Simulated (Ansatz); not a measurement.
## VN2: a fit and a missing row

VN2, I4/mcm, a = 4.293 Å, c = 4.914 Å. The structure is a COD entry; whether it is the stable form wasn't checked. Ansatz: r2SCAN, PAW, 500 eV, Γ-centred 12×12×12 mesh on 6 atoms, Gaussian smearing 0.10 eV; no spin polarisation. Shape and atoms are relaxed at each volume; pressure is positive in compression.

| V (Å³/atom) | P (GPa) |
| --- | --- |
| 7.094 | 24.20 |
| 7.320 | 11.10 |
| 7.546 | 0.00 |
| 7.773 | -9.38 |
| 7.999 | ? |

Question: Take V0 = 7.546 Å³/atom, fit the third-order Birch–Murnaghan form to the other rows, and predict the missing pressure.

Answer: With the Eulerian strain f = ½[(V0/V)^(2/3) − 1] and y = P/[3f(1 + 2f)^(5/2)], the form is the line y = B0 + 1.5 B0 (B0′ − 4) f. Rows (f, y): 0.02102, 346.2; 0.01024, 343.5; -0.00978, 335.9. Means f = 0.007160, y = 341.87; Σ(Δf)² = 0.0004885, ΣΔfΔy = 0.1662; the slope is their ratio. y = 339.4 + 340.1 f GPa, so B0 = 339.4 GPa and B0′ = 4 + 2 × (340.1)/(3 × 339.4) = 4.67. At V = 7.999, f = -0.01906, y = 332.92 and P = -17.27 GPa. The run gave -17.27 GPa, the same to the digits shown. The form still works here, 33 % of the fitted range beyond its end.

Cost: 5 runs of about 11 core-minutes in all, on Arm Neoverse V1 (shared hosts).